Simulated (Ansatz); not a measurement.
Input:

Mg2Rh:
```
Mg2Rh
1.0
   -1.59236     1.59236     4.99176
    1.59236    -1.59236     4.99176
    1.59236     1.59236    -4.99176
Mg Rh
2 1
Direct
  0.64368   0.64368   0.00000
  0.35632   0.35632   0.00000
  0.00000   0.00000   0.00000
```

This is the r²SCAN-relaxed structure.

Q: All from the program Ansatz at the r²SCAN level (PAW), unless another level is named. Estimate the density of states at the Fermi level.

A: 0.30 states/eV per atom (mean over ±0.08 eV).

Q: Next, the formation energy from the elements (no fitted shifts)?

A: -0.43 eV/atom.

Space group I4/mmm (MoSi2 or CaC2 type). The workflow started from a Materials Project entry (that database holds measured and hypothetical structures alike); the Crystallography Open Database copy checked does not list it. Whether it is the stable phase at ambient conditions was not checked. The r²SCAN relaxation kept the symmetry of its start; its stability against distortions is not shown here. No spin polarisation was allowed. The references are the lowest solids computed at this level, not always the standard phases. Scalar-relativistic: spin–orbit coupling is off unless named, which matters more the heavier the elements.

Potentials: the later of the program's two PAW sets.
